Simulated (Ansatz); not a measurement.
input.yaml (Ansatz 0.2.0):

```yaml
crystal:
  lattice:
    - [4.2423522853, 0.0, 0.0]
    - [-2.1211761425, 3.6739848508, 0.0]
    - [0.0, 0.0, 4.5934581133]
  atoms:
    - { symbol: "Y", position: [0.0, 0.0, 0.0] }
    - { symbol: Hg, position: [0.3333333333, 0.6666666667, 0.5] }
    - { symbol: Hg, position: [0.6666666667, 0.3333333333, 0.5] }
basis:
  ecutwfc: 420
  ecutrho_ratio: 4
kpoints:
  mp_grid: { grid: [10, 10, 8] }
hamiltonian:
  xc: pbesol
scf:
  occupations: { method: gaussian, width: 0.05 }
output:
  forces: true
  stress: true
  eigenvalues: true
relax:
  f_tol: 0.01
  max_steps: 60
  cell: { stress_tol: 0.04 }
```

Launched as:
```sh
ansatz run input.yaml --threads 4 --pin off --max-ram 8192MiB --backend cpu --events-out ev --progress --plain --runs-dir out
```

The start was a prototype's sites filled with these elements; the Crystallography Open Database holds the compound in this structure.

Predict the main results.

Final volume 23.03 Å³/atom, energy lowered by 642.0 meV/atom, pressure 0.0 GPa, gap on the mesh zero (metallic) (PBEsol, scalar-relativistic).

Output, machine lines left out:

```
Pseudopotentials: kind: paw
Pseudopotential: Y, paw, valence charge 11, recommended cutoff 420 eV (normal), Y.paw.azcp
Pseudopotential: Hg, paw, valence charge 20, recommended cutoff 420 eV (normal), Hg.paw.azcp
Crystal: 3 atoms, lattice volume = 71.595 Å³
Basis set: ecut = 420 eV, 1413 PW (Γ), exchange–correlation on 60×60×64 points (8 copies of the dense FFT grid, shifted against one another)
Bands: 31, of which v1, the nominal top of the filled ones, is band 26 counted from 1 (25 counted from 0)
Symmetry: 24 space group operations
Space group: P6/mmm (ITA 191), of the structure as read, at distance tolerance 4.2e-5 Å
k-points: 70 of 800
Initial density: superposition of atomic densities (neutral atoms: chi_scale 0, normalization atom), corrected by the library's trained network
Initial wavefunctions: pseudopotential atomic-orbital guess
Functional: x = pbesol(κ = 0.804, μ = 0.12346), c = pbesol(β = 0.046)
```

```
SCF iter   1: F=—  HF=-31130.816393 eV  |F-HF|=—  |Δ(HF+E_count)|=         —  Δρ=3.76e-3  dr2=8.42e-3
SCF iter   2: F=—  HF=-31130.816725 eV  |F-HF|=—  |Δ(HF+E_count)|=   3.32e-4  Δρ=2.18e-3  dr2=2.66e-3
SCF iter   3: F=—  HF=-31130.816243 eV  |F-HF|=—  |Δ(HF+E_count)|=   4.82e-4  Δρ=4.35e-4  dr2=1.18e-4
SCF iter   4: F=—  HF=-31130.816238 eV  |F-HF|=—  |Δ(HF+E_count)|=   4.21e-6  Δρ=1.09e-4  dr2=9.26e-6
SCF iter   5: F=—  HF=-31130.816236 eV  |F-HF|=—  |Δ(HF+E_count)|=   2.78e-6  Δρ=2.83e-5  dr2=5.19e-7
SCF iter   6: F=-31130.816236 eV  HF=-31130.816236 eV  |F-HF|=6.97e-9  |Δ(HF+E_count)|=   1.85e-8  Δρ=6.33e-6  dr2=2.82e-8
SCF 1 converged in 6 iterations: F = -31130.816236 eV  dr2 = 2.82e-8
relax step   1: F+E_penalty+E_count = -31130.81623560 eV  Δ(F+E_penalty+E_count) = +0.000e0 eV  max|allowed force component| = 6.168e-17 eV/Å  Δτ_max = 0.0000 Å  P = +15.395 GPa  Ω = 71.595 Å³  (6 SCF iters, dr2 threshold 1.00e-7 eV, accepted)
SCF iter   1: F=—  HF=-31131.678179 eV  |F-HF|=—  |Δ(HF+E_count)|=         —  Δρ=8.20e-3  dr2=1.45e-1
SCF iter   2: F=—  HF=-31131.650605 eV  |F-HF|=—  |Δ(HF+E_count)|=   2.76e-2  Δρ=4.56e-3  dr2=4.67e-2
...
SCF 2 converged in 6 iterations: F = -31131.637582 eV  dr2 = 1.38e-7
SCF 3 converged in 6 iterations: F = -31132.004866 eV  dr2 = 4.31e-8
SCF 4 converged in 6 iterations: F = -31132.300139 eV  dr2 = 1.34e-7
SCF 5 converged in 6 iterations: F = -31132.542159 eV  dr2 = 4.82e-8
SCF 6 converged in 7 iterations: F = -31132.680552 eV  dr2 = 6.03e-9
SCF 7 converged in 6 iterations: F = -31132.724611 eV  dr2 = 1.40e-7
SCF 8 converged in 5 iterations: F = -31132.727443 eV  dr2 = 5.10e-8
SCF 9 converged in 5 iterations: F = -31132.728405 eV  dr2 = 5.72e-8
...
SCF iter   3: F=—  HF=-31132.742146 eV  |F-HF|=—  |Δ(HF+E_count)|=   3.71e-6  Δρ=9.73e-7  dr2=8.67e-10
SCF iter   4: F=—  HF=-31132.742146 eV  |F-HF|=—  |Δ(HF+E_count)|=  2.07e-10  Δρ=4.42e-7  dr2=1.94e-10
SCF iter   5: F=-31132.742146 eV  HF=-31132.742146 eV  |F-HF|=3.64e-12  |Δ(HF+E_count)|=  7.28e-12  Δρ=5.10e-8  dr2=1.50e-12
SCF 13 converged in 5 iterations: F = -31132.742146 eV  dr2 = 1.50e-12
```

```
SCF converged after 5 iterations
Free energy (F): -31132.742146 eV
E sigma→0 (E₀):  -31132.740901 eV
Entropy (-TS):   -0.002491 eV (-0.830 meV/atom)
Fermi energy:    15.288291 eV
--- Per-component energies (eV) ---
  E_band       = -847.205506
  E_kinetic    = 1513.751059
  E_local      = -5907.036795  (includes V_loc(G=0)·N_el)
  E_nonlocal   = 198.092734
  E_hartree    = 2505.082137
  E_xc         = -613.018060
  E_vxc        = -726.166386  (∫ρ·V_xc dr)
  E_paw        = -22370.906236  (= ΣΔE_a)
  E_vpaw       = -936.012149  (= ΣTr[D̂ρ^β])
  E_aug_tail   = 0.001774  (compensation charges beyond the density's cutoff)
  E_ewald      = -6459.512345
  E_core_change = 0.806075  (= ΣΔE_core)
  E_smearing   = -0.002491  (= −TS)
--- Forces (eV/Å), atoms counted from 1 ---
  atom   1  Y      0.00000000     0.00000000     0.00000000
  atom   2  Hg     0.00000000     0.00000000     0.00000000
  atom   3  Hg     0.00000000     0.00000000     0.00000000
--- Stress (GPa, compression-positive) ---
       -0.000723       0.000000       0.000000
        0.000000      -0.000723       0.000000
        0.000000       0.000000      -0.004125
  P = ⅓ Tr σ = -0.0019 GPa (-0.019 kbar)
--- Relaxed structure (11 steps of the walk, 11 accepted, 2 SCFs on fresh bases) ---
  F+E_penalty+E_count = -31132.74214614 eV   max|allowed force component| = 2.467e-16 eV/Å   (the final SCF, on the basis selected at the relaxed cell)
  cell:  # Å, volume = 69.0902 Å³
    - [4.83171, 0.00000, 0.0]
    - [-2.41586, 4.18438, 0.0]
    - [0.0, 0.0, 3.41731]
  atoms:
    - { symbol: Y, position: [0.00000, 0.00000, 0.0] }
    - { symbol: Hg, position: [0.33333, 0.66667, 0.50000] }
    - { symbol: Hg, position: [0.66667, 0.33333, 0.50000] }
```

Run time: 22 s on 4 threads of Arm Neoverse V2 (shared host), peak memory 0.47 GiB.

Total energies depend on the potentials used, so only differences within one code and one set of settings carry meaning.

No spin–orbit coupling, a notable omission for heavy elements.
